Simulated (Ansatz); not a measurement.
Input:

InMo2N:
Space group P6₃/mmc (No. 194); a = b = 3.1768 Å, c = 13.2658 Å, α = β = 90.00°, γ = 120.00°

```
atom  site  symmetry       x       y       z
----  ----  --------  ------  ------  ------
In      2d      -6m2  0.6667  0.3333  0.2500
Mo      4f       3m.  0.3333  0.6667  0.0757
N       2a      -3m.  0.0000  0.0000  0.0000
```

This is the PBEsol-relaxed structure.

### Question
All from plane-wave PAW PBEsol (Ansatz code), unless another level is named. Give the electronic character.

### Answer
metallic (no gap).

### Question
What about the density of states at the Fermi level?

### Answer
0.84 states/eV per atom (mean over ±0.08 eV).

### Question
Give the formation energy from the elements (no fitted shifts).

### Answer
-0.13 eV/atom.

### Question
And the gap with spin–orbit coupling?

### Answer
none (metallic).

Space group P6_3/mmc. The start of the workflow was typed in or built on a structure type; neither database checked (COD, Materials Project) lists it. Whether it is the stable phase at ambient conditions was not checked. The cell was relaxed with PBEsol under the symmetry of its start. At this level the phase is mechanically unstable. The workflow began spin-polarised and lost its moments. The references are the lowest solids computed at this level, not always the standard phases (solids in place of the gases). Spin–orbit coupling is left out wherever it is not named.

Potentials: the earlier of the program's two PAW sets. The files were generated under PBE; for other functionals the program regenerates the frozen cores, and for LDA and PBEsol the local potential too.
